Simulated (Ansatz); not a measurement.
Starting cell, BN (zinc blende):

```yaml
crystal:
  lattice:
    - [0.00000, 3.62472, 3.62472]
    - [1.81236, 0.00000, 1.81236]
    - [1.81236, 1.81236, 0.00000]
  atoms:
    - { symbol: N, position: [0.37500, 0.75000, 0.75000] }
    - { symbol: N, position: [0.87500, 0.75000, 0.75000] }
    - { symbol: B, position: [0.00000, 0.00000, 0.00000] }
    - { symbol: B, position: [0.50000, 0.00000, 0.00000] }
```

A phonon eigenvector at L = (0.5, 0.0, 0.0) is frozen into this cell: atom i moves by Q times the vector below, so Q is the largest atomic displacement, in Å. The cell is held. (q is in reciprocal vectors of the primitive cell; the cell shown is doubled to hold the pattern.)

```json
[
 {"atom": "N1", "x": "-0.577", "y": "0.577", "z": "0.577"},
 {"atom": "N2", "x": "0.577", "y": "-0.577", "z": "-0.577"},
 {"atom": "B3", "x": "0.332", "y": "-0.332", "z": "-0.332"},
 {"atom": "B4", "x": "-0.332", "y": "0.332", "z": "0.332"}
]
```

Method: PBE (plane waves to 420 eV, PAW, scalar-relativistic; Ansatz, a program for electronic structure). k mesh 8×16×16 (Γ-centred), Fermi-Dirac smearing 0.05 eV. Left out: 2 of 13 points, with atoms too close for the PAW data. BN was relaxed with its symmetry unable to fall.

At one point of the scan the forces (eV/Å) are:

```json
[
 {"atom": "N1", "Fx": "-13.537", "Fy": "13.537", "Fz": "13.537"},
 {"atom": "N2", "Fx": "4.536", "Fy": "-4.536", "Fz": "-4.536"},
 {"atom": "B3", "Fx": "9.967", "Fy": "-9.967", "Fz": "-9.967"},
 {"atom": "B4", "Fx": "-0.966", "Fy": "0.966", "Fz": "0.966"}
]
```

Task: Which point is it?
A. Q = -0.047 Å
B. Q = -0.187 Å
C. Q = -0.140 Å
D. Q = -0.233 Å

Result: D, Q = -0.233 Å

(A displaced cell: forces are minus the slopes of the energy, force constants its curvatures, and phonons follow from these.)
